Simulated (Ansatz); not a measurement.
Y$_{4}$Zr$_{3}$O$_{12}$:
```xyz
19
Lattice="-6.3183 0.0000 0.0000 0.9656 1.3031 -6.3469 1.0637 -6.2806 0.0000" Properties=species:S:1:pos:R:3 pbc="T T T"
Y     -1.1811    -0.0503    -3.8696
Y     -3.1078    -4.9272    -2.4773
Y     -3.4228    -1.7121    -0.8516
Y     -0.8661    -3.2653    -5.4954
Zr     0.0000     0.0000     0.0000
Zr     0.0014    -3.3542    -2.0946
Zr    -4.2903    -1.6232    -4.2523
O     -1.8199    -3.4313    -1.1393
O     -2.4690    -1.5462    -5.2077
O     -0.0713    -1.9533    -3.6469
O     -4.2176    -3.0242    -2.7000
O     -3.1000    -0.6177    -2.7571
O     -1.1890    -4.3598    -3.5898
O     -5.7202    -1.8647    -0.7456
O      1.4313    -3.1127    -5.6013
O      0.7677    -5.3349    -1.9336
O     -5.0566     0.3574    -4.4133
O     -1.0040     0.8096    -5.9703
O     -3.2849    -5.7870    -0.3766
```

Relaxed with r²SCAN. Special points in fractions of this cell's reciprocal vectors: Γ (0.000, 0.000, 0.000); X (0.500, 0.000, 0.000); Y (0.000, 0.500, 0.000); Z (0.000, 0.000, 0.500); R2 (-0.500, -0.500, 0.500); T2 (0.000, -0.500, 0.500); U2 (-0.500, 0.000, 0.500); V2 (0.500, -0.500, 0.000).

List the band energies nearest the valence-band maximum at these points for r²SCAN in the plane-wave PAW code Ansatz.

In eV from the valence-band maximum; about four levels below and three above (degenerate sets whole), none deeper than 8.9 eV; points with the same levels are listed once.

```csv
k,below,above
Γ,-0.29 -0.22 -0.07 -0.05,4.83 5.18 5.31
X,-0.32 -0.31 -0.24 -0.15,4.71 5.24 5.52
Y,-0.35 -0.29 -0.22 -0.06,4.98 5.22 5.35
Z,-0.42 -0.32 -0.22 -0.07,5.03 5.24 5.34
R2,-0.31 -0.30 -0.25 -0.12,4.84 5.21 5.55
T2,-0.40 -0.34 -0.23 -0.04,5.09 5.23 5.44
U2,-0.34 -0.28 -0.19 -0.08,4.96 5.24 5.35
V2,-0.46 -0.30 -0.25 -0.14,5.17 5.23 5.36
```

Space group P-1. The first step of the workflow began from a Materials Project structure, measured or hypothetical; the Crystallography Open Database copy checked does not list it. Entries of such low symmetry are often ordered models of mixed-site phases. Its standing as an ambient phase is unchecked. Symmetry was held in the r²SCAN relaxation; whether a distortion lowers the energy is not shown. No spin polarisation was allowed. Scalar-relativistic: spin–orbit coupling is off unless named, which matters more the heavier the elements.

Potentials: the later of the program's two PAW sets.
